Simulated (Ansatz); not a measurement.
CdSe (wurtzite)

Space group P6₃mc (No. 186); a = b = 4.340 Å, c = 7.078 Å, α = β = 90.00°, γ = 120.00°

```
atom  site  symmetry       x       y       z
----  ----  --------  ------  ------  ------
Cd      2b       3m.  0.6667  0.3333  0.0006
Se      2b       3m.  0.3333  0.6667  0.1246
```

E(V) scan at fixed shape, V₀ the volume above. The atoms relax within the cell's symmetry.

All values below come from r2SCAN (plane waves to 500 eV, PAW, scalar-relativistic; Ansatz, a quantum-chemistry and plane-wave program). k mesh 9×9×5 (Γ-centred), Fermi-Dirac smearing 0.05 eV. Energies are smeared free energies. Compression counts positive. CdSe was relaxed with its symmetry unable to fall. The zero of ΔE is the relaxed starting cell.

### Question
What ΔE (meV/atom) and P (GPa) does the calculation give at V/V₀ = 0.940, 0.970, 1.030, 1.040, 1.060?

### Answer
```
V/V₀   ΔE (meV/atom)  P (GPa)
-----  -------------  -------
0.940           18.7     3.66
0.970            4.4     1.68
1.030            3.9    -1.42
1.040            6.9    -1.84
1.060           14.9    -2.62
```

(Under strain, the slope of the energy per volume gives the stress and its curvature an elastic modulus.)
